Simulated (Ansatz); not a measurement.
Input file for Ansatz (a program for electronic structure):

Ansatz 0.2 input:
```yaml
crystal:
  lattice:
    - [0.0, 2.7352247978, 2.7352247978]
    - [2.7352247978, 0.0, 2.7352247978]
    - [2.7352247978, 2.7352247978, 0.0]
  atoms:
    - { symbol: P, position: [0.75, 0.75, 0.75] }
    - { symbol: Al, position: [0.0, 0.0, 0.0] }
kpoints:
  mp_grid: { grid: [8, 8, 8] }
basis: { xc_grid: 2 }
hamiltonian:
  xc: pbesol
  pseudopotentials: { kind: paw }
scf:
  occupations: { method: fixed }
output:
  optics: { e_range: [0.0, 15.0], de: 0.05, sigma: 0.1, bands: { spectra_wanted_up_to: 12 eV } }
```

Output (shortened):

```
output.optics: the spectra are integrated over the Brillouin zone by k·p interpolation around the k-points, where levels, occupations, output.optics.sigma and …
Pseudopotential: P, paw, valence charge 5
Pseudopotential: Al, paw, valence charge 3
Functional definition: PBEsol
Crystal: 2 atoms, lattice volume = 40.927 Å³
Basis set: ecut = 420 eV, 821 PW (Γ), exchange–correlation on 54×54×54 points (8 copies of the dense FFT grid, shifted against one another)
Bands: 8, of which v1, the nominal top of the filled ones, is band 4 counted from 1 (3 counted from 0)
Symmetry: 24 space group operations
Space group: F-43m (ITA 216), of the structure as read, at distance tolerance 3.4e-5 Å
k-points: 29 of 512 (time reversal used)
SCF iter   1: F=—  HF=-1265.737115 eV  |F-HF|=—  |Δ(HF+E_count)|=         —  Δρ=3.58e-3  dr2=9.38e-3  ethr=1.77e-3  ⟨swp⟩=5.3  Hψ=1694  notcnv=0  defer=51
preconditioner: auto → none
SCF iter   2: F=—  HF=-1265.734464 eV  |F-HF|=—  |Δ(HF+E_count)|=   2.65e-3  Δρ=1.05e-3  dr2=4.61e-4  ethr=1.17e-4  ⟨swp⟩=3.0  Hψ=618  notcnv=0  defer=52
SCF iter   3: F=—  HF=-1265.734474 eV  |F-HF|=—  |Δ(HF+E_count)|=   1.09e-5  Δρ=3.98e-4  dr2=6.08e-5  ethr=5.76e-6  ⟨swp⟩=2.6  Hψ=339  notcnv=0  defer=54
SCF iter   4: F=—  HF=-1265.734475 eV  |F-HF|=—  |Δ(HF+E_count)|=   1.04e-6  Δρ=5.36e-5  dr2=6.94e-7  ethr=7.60e-7  ⟨swp⟩=2.1  Hψ=328  notcnv=0  defer=49
SCF iter   5: F=—  HF=-1265.734478 eV  |F-HF|=—  |Δ(HF+E_count)|=   2.45e-6  Δρ=3.95e-6  dr2=3.88e-9  ethr=8.67e-9  ⟨swp⟩=2.6  Hψ=348  notcnv=0  defer=45
SCF iter   6: F=—  HF=-1265.734478 eV  |F-HF|=—  |Δ(HF+E_count)|=   4.63e-9  Δρ=3.71e-7  dr2=4.09e-11  ethr=4.85e-11  ⟨swp⟩=2.5  Hψ=356  notcnv=0  defer=45
SCF iter   7: F=-1265.734478 eV  HF=-1265.734478 eV  |F-HF|=2.27e-13  |Δ(HF+E_count)|=  3.18e-12  Δρ=2.63e-8  dr2=1.71e-13  ethr=1.00e-12  ⟨swp⟩=6.6  Hψ=1381  notcnv=0
SCF 1 converged in 7 iterations: F = -1265.734478 eV  dr2 = 1.71e-13
NSCF: frozen V_eff on 29 k-points
Optics k sum: 0 of 29 k-points
Optics k sum: 2 of 29 k-points
Optics k sum: 3 of 29 k-points
Optics k sum: 5 of 29 k-points
Optics k sum: 6 of 29 k-points
Optics k sum: 8 of 29 k-points
Optics k sum: 9 of 29 k-points
Optics k sum: 11 of 29 k-points
Optics k sum: 12 of 29 k-points
Optics k sum: 14 of 29 k-points
Optics k sum: 15 of 29 k-points
Optics k sum: 16 of 29 k-points
Optics k sum: 18 of 29 k-points
Optics k sum: 19 of 29 k-points
Optics k sum: 21 of 29 k-points
Optics k sum: 22 of 29 k-points
Optics k sum: 24 of 29 k-points
Optics k sum: 25 of 29 k-points
Optics k sum: 27 of 29 k-points
Optics k sum: 28 of 29 k-points
Optics k sum: 29 of 29 k-points
Optics k sum: 0 of 29 k-points
Optics k sum: 2 of 29 k-points
Optics k sum: 3 of 29 k-points
Optics k sum: 5 of 29 k-points
Optics k sum: 6 of 29 k-points
Optics k sum: 8 of 29 k-points
Optics k sum: 9 of 29 k-points
Optics k sum: 11 of 29 k-points
Optics k sum: 12 of 29 k-points
Optics k sum: 14 of 29 k-points
Optics k sum: 15 of 29 k-points
Optics k sum: 16 of 29 k-points
Optics k sum: 18 of 29 k-points
Optics k sum: 19 of 29 k-points
Optics k sum: 21 of 29 k-points
Optics k sum: 22 of 29 k-points
Optics k sum: 24 of 29 k-points
Optics k sum: 25 of 29 k-points
Optics k sum: 27 of 29 k-points
Optics k sum: 28 of 29 k-points
Optics k sum: 29 of 29 k-points
output.optics: what the bands over the 16 summed would add to eps1, eps2 and the energy-loss function is held between a lower and an upper bound (6 Lanczos …
SCF converged after 7 iterations
Free energy (F): -1265.734478 eV
Harris-Foulkes:  -1265.734478 eV  (|F-HF|=2.27e-13)
Internal energy: -1265.734478 eV  (E = F + TS)
E sigma→0 (E₀):  -1265.734478 eV
Fermi energy:    4.937083 eV
--- Per-component energies (eV) ---
  E_band       = 3.906222
  E_kinetic    = 93.500356
  E_local      = -82.481064  (includes V_loc(G=0)·N_el)
  E_nonlocal   = 44.857706
  E_hartree    = 24.695098
  E_xc         = -100.476137
  E_vxc        = -89.931223  (∫ρ·V_xc dr)
  E_paw        = -1009.066782  (= ΣΔE_a)
  E_vpaw       = -11.429748  (= ΣTr[D̂ρ^β])
  E_aug_tail   = 0.000001  (compensation charges beyond the density's cutoff)
  E_ewald      = -236.828891
  E_core_change = 0.065235  (= ΣΔE_core)
  E_smearing   =  0.000000  (= −TS)
  E_closure    =  0.000000  (closes the sum)
  Σ components = -1265.734478   (vs F -1265.734478, Δ=0.00e0)
  [band-id]    e_kinetic+e_local+e_nonlocal+2·e_hartree+e_vxc+e_vpaw+e_augmentation_tail = 3.906224   (vs E_band 3.906222, Δ=2.20e-6)
--- Band table (eV; the first three rows and the last of 29) ---
  k-point 0: bands = ["-6.5521", "4.9371", "4.9371", "4.9371", "8.0861", "9.4333", "9.4333", "9.4333"]
  k-point 1: bands = ["-6.3798", "3.6979", "4.7884", "4.7884", "8.5294", "9.7157", "9.7157", "9.9316"]
  k-point 2: bands = ["-5.8946", "1.7431", "4.4939", "4.4939", "8.1574", "10.0151", "10.0151", "11.7362"]
  k-point 28: bands = ["-4.1575", "0.0155", "1.7391", "2.0969", "9.1501", "10.8071", "10.9632", "11.2071"]
```

Cost: very roughly 10 core-seconds on shared cores.

The cell was relaxed with PBEsol under the symmetry of its start.

Potentials: the later of the program's two PAW sets.

Ansatz is a plane-wave DFT program.
